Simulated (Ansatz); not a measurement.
**Notes on RbSb4As3**

```
CELL_PARAMETERS angstrom
4.56734 0.00000 0.00000
-2.28367 3.95544 0.00000
-2.28367 1.31848 12.56890
ATOMIC_POSITIONS crystal
Rb 0.50000 0.50000 0.50000
Sb 0.08647 0.91353 0.25941
Sb 0.91353 0.08647 0.74059
Sb 0.30242 0.69758 0.90726
Sb 0.69758 0.30242 0.09274
As 0.23100 0.76900 0.69300
As 0.76900 0.23100 0.30700
As 0.00000 0.00000 0.00000
```

Method: PBE, no spin polarisation; PAW, plane waves to 420 eV, 8×8×8 Γ-centred mesh, fermi-dirac occupations (width 0.1 eV) (Ansatz 0.2.0), atoms fixed.

Task: What is the formation energy?

Result: 0.26 eV an atom against the elements' usual phases (free molecules for gases, crystals otherwise, with no correction for O₂ or N₂), so at this geometry it isn't bound against them. Relaxing would lower it.

Task: What happens at the Fermi level?

Result: It is a metal, with about 5.5 states/eV a cell as the mean within 0.25 eV of the Fermi level, mostly Sb p (61 %) and As p (21 %).

Task: Describe some of the short contacts.

Result: Sb–As at 2.69 Å: least valence density 0.41 e/Å³ and ELF 0.58 there. Rb–As at 3.58 Å: least valence density 0.06 e/Å³ and ELF 0.05 there. Rb–Sb at 4.01 Å: least valence density 0.04 e/Å³ and ELF 0.04 there. These are pseudo-fields; inside the PAW spheres they differ from the all-electron ones.

Task: Where is the largest force?

Result: The largest is on As7 (and as large on other atoms): 1.00 eV/Å, components (0.00, 0.00, 1.00). It makes 180° with the line to a nearest neighbour, Sb5 at 2.69 Å, pointing away from it.

Task: Is the cell too large or too small?

Result: The pressure is 7.8 GPa (compression positive), so with the atoms held at these fractions the cell would first expand; the forces are large, so a full relaxation may end otherwise. The principal stresses 6.0, 8.8, 8.8 GPa differ, so its shape would change too.

Origin: a known structure type with other elements, at an estimated volume, so it need not be a known compound. Caveats: many states at the Fermi level without spin polarisation, so a magnetic state may lie lower.
